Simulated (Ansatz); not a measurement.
A geometry of AlNi away from equilibrium: step 3 of the relaxation of a generated trial cell of AlNi in the AFLOW prototype AB_oP8_57_d_d (as in TlF). Method: r2SCAN (plane waves to 500 eV, PAW, scalar-relativistic; Ansatz, an electronic-structure program). Γ-centred k-mesh 7×7×8 on the run's cell (coarser than for final values), Fermi–Dirac smearing 0.05 eV. The plane waves were selected for a different cell earlier on the path.

```
CELL_PARAMETERS angstrom
      5.01634     0.00000     0.00000
      0.00000     4.50910     0.00000
      0.00000     0.00000     4.27889
ATOMIC_POSITIONS crystal
  Al 0.32356 0.54400 0.25000
  Al 0.32356 0.95600 0.75000
  Al 0.67644 0.04400 0.25000
  Al 0.67644 0.45600 0.75000
  Ni 0.86027 0.56764 0.25000
  Ni 0.86027 0.93236 0.75000
  Ni 0.13973 0.06764 0.25000
  Ni 0.13973 0.43236 0.75000
```
Spin-polarised start, with parallel moments on Ni.

### Question
What forces act on the atoms (eV/Å)?

### Answer
| atom | Fx | Fy | Fz |
|---|---|---|---|
| Al1 | 1.15 | 0.64 | 0.00 |
| Al2 | 1.15 | -0.64 | 0.00 |
| Al3 | -1.15 | 0.64 | 0.00 |
| Al4 | -1.15 | -0.64 | 0.00 |
| Ni5 | -0.30 | -0.16 | 0.00 |
| Ni6 | -0.30 | 0.16 | 0.00 |
| Ni7 | 0.30 | -0.16 | 0.00 |
| Ni8 | 0.30 | 0.16 | 0.00 |

The path ends in Pbcm (No. 57). No spin polarisation in the result: the starting moments vanished. A magnetic state may lie lower.

The run could not lose the symmetry of its start: the end is stationary, and may be a saddle point rather than a minimum.

The end of the path is a generated cell of AlNi: the first start was made by placing the elements on the sites of a structure type, and the end was not matched to a known phase here, so it may be hypothetical. Known forms of AlNi include space group No. 221.
